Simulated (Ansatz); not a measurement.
TiPd in space group Pmma (No. 51; Ti on 2e, Pd on 2f) under volume change, plane-wave PAW LDA (Ansatz code), shape and atoms relaxed at each volume.

```json
[
 {"V (Å³/atom)": "13.333", "E − E(relaxed) (meV/atom)": "81.8", "P (GPa)": "21.68"},
 {"V (Å³/atom)": "13.773", "E − E(relaxed) (meV/atom)": "34.3", "P (GPa)": "13.23"},
 {"V (Å³/atom)": "14.212", "E − E(relaxed) (meV/atom)": "8.1", "P (GPa)": "6.07"},
 {"V (Å³/atom)": "14.652", "E − E(relaxed) (meV/atom)": "0.0", "P (GPa)": "0.00"},
 {"V (Å³/atom)": "15.092", "E − E(relaxed) (meV/atom)": "___", "P (GPa)": "___"},
 {"V (Å³/atom)": "15.531", "E − E(relaxed) (meV/atom)": "27.4", "P (GPa)": "-9.43"},
 {"V (Å³/atom)": "15.971", "E − E(relaxed) (meV/atom)": "___", "P (GPa)": "___"}
]
```

**Question.** Complete the blanks.

**Answer.** 
- 15.971, E − E(relaxed) (meV/atom): 58.3
- 15.971, P (GPa): -13.04
- 15.092, E − E(relaxed) (meV/atom): 7.2
- 15.092, P (GPa): -5.12

**Question.** What does a third-order Birch–Murnaghan fit give for V₀, B₀ and B′?

**Answer.** V₀ = 14.65 Å³/atom, B₀ = 185 GPa, B′ = 4.6.

The workflow started from a Materials Project entry (that database holds measured and hypothetical structures alike); the Crystallography Open Database copy checked does not list it. COD files the formula under space group No. 221, so this cell is another polymorph or a model. With Ti and Pd taken as one species the cell has the higher symmetry Cmcm, so it may be an ordered model of a mixed-site phase. Its standing as an ambient phase is unchecked. Symmetry was held in the LDA relaxation. At this level the phase is mechanically unstable. No spin polarisation was allowed.

Potentials: the later of the program's two PAW sets.
